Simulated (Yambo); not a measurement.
BaO2 has the tetragonal space group I4/mmm (No. 139), Pearson symbol tI6. Conventional cell: a = b = 3.7713 Å, c = 6.7501 Å, α = β = γ = 90.00°. O on 4e sees 1 O at 1.469 Å and 5 Ba at 2.641–2.766 Å. Ba on 2a sees 10 O at 2.641–2.766 Å. (Neighbours: up to the widest gap in distance over summed covalent radii, below 1.35, at either atom; cation-cation contacts left out.)
(The calculation used a cell of 3 atoms; values per cell refer to that cell.)

BaO2 (space group I4/mmm, No. 139) under isotropic strain (on all lattice vectors), counted from the cell relaxed with PBEsol, atoms relaxed at each step. PBEsol (pw.x of Quantum ESPRESSO, ONCV potentials, without SOC); G0W0 in Yambo (4×4×4 Γ-centred k mesh, 94 bands and a 8 Ry block in the screening, 94 bands in G with the Bruneval-Gonze terminator, plasmon pole fitted at 27.2 eV).

Unstrained, the direct gap at Z is 2.07 eV in PBEsol and 3.74 eV in G0W0.

Question: How fast does it move with strain?

Answer: Between -0.7 % and +1 % the direct gap at Z has a volume deformation potential dE/dlnV of 0.3 eV in G0W0 and 0.1 eV in PBEsol. (G0W0: 3.735 eV at -0.7 %, 3.748 eV at +1 %; Δ ln V = 3 ln(1.01/0.993) = 0.0509.) Convergence of the GW settings isn't established.
